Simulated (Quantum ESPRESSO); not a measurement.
## Computed NMR tensors in CdIn2O4

```
CdIn2O4
1.0
    0.00000     4.61102     4.61102
    4.61102     0.00000     4.61102
    4.61102     4.61102     0.00000
Cd In O
2 4 8
Direct
  0.25000   0.25000   0.25000
  0.00000   0.00000   0.00000
  0.12500   0.62500   0.62500
  0.62500   0.62500   0.12500
  0.62500   0.12500   0.62500
  0.62500   0.62500   0.62500
  0.86175   0.86175   0.86175
  0.83525   0.38825   0.38825
  0.86175   0.86175   0.41475
  0.38825   0.83525   0.38825
  0.41475   0.86175   0.86175
  0.38825   0.38825   0.38825
  0.86175   0.41475   0.86175
  0.38825   0.38825   0.83525
```
The geometry is a computed Materials Project entry, not a measured one. It is CdIn2O4 in Fd-3m; whether this form has been observed was not checked. Stability against distortions was not tested. Forces on the atoms reach 0.10 eV/Å at this level.

These are absolute shieldings with no macroscopic susceptibility term; δ = σ_ref − σ needs a reference computed alike. By our sweeps, such settings leave a few ppm in absolute σ on light atoms and up to some 20 ppm from Zn on. Spin–orbit coupling is left out; its weight grows with the heaviest atom, In here. The band gap at this level is small, which makes the paramagnetic part of σ large and sensitive to the functional. Static lattice: thermal averaging is not included.

Question: What do the calculations give at each independent site (shieldings by PBE GIPAW (a modified build of Quantum ESPRESSO, JTH PAW datasets), 22.5 Ha, k-mesh 5×5×5 shifted, f-sum rule met within 0.003 %)?

Answer: 
| site | site symmetry | σ_iso (ppm) |
|---|---|---|
| Cd (atoms 1, 2) | -43m | 3438 |
| In (atoms 3, 4, 5, 6) | -3m | 3172 |
| O (atoms 7, 8, 9, 10, 11, 12, …) | 3m | 179 |
